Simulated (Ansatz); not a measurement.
# BP (F-43m): the size of the finite step

```yaml
crystal:
  lattice:
    - [0.00000, 2.26826, 2.26826]
    - [2.26826, 0.00000, 2.26826]
    - [2.26826, 2.26826, 0.00000]
  atoms:
    - { symbol: B, position: [0.00000, 0.00000, 0.00000] }
    - { symbol: P, position: [0.75000, 0.75000, 0.75000] }
```

Level of theory, where no other is named: r²SCAN, PAW on Ansatz 0.2.0's default frozen-core files (fitted under PBE), scalar-relativistic. k mesh 10×10×10, strains of ±0.003, fixed occupations, cutoff 500 eV. The cell was relaxed by PAW under this functional.

Problem. Elastic constants come from stresses at strains of ±0.003 (two-point stencil): C11 = 361.4, C12 = 73.5, C44 = 197.4 GPa. What does an amplitude of 0.0002 give?

Solution. C11 = 361.4, C12 = 73.5, C44 = 197.3 GPa. Nothing moves by 1 %. Steps under 0.001 aren't safe in general, since the basis can change from cell to cell and the noise grows as 1/δ.

Keep in mind: frozen-core PAW files fitted under PBE, their cores solved anew for the functional of the run; constants at zero field, no piezoelectric stiffening.
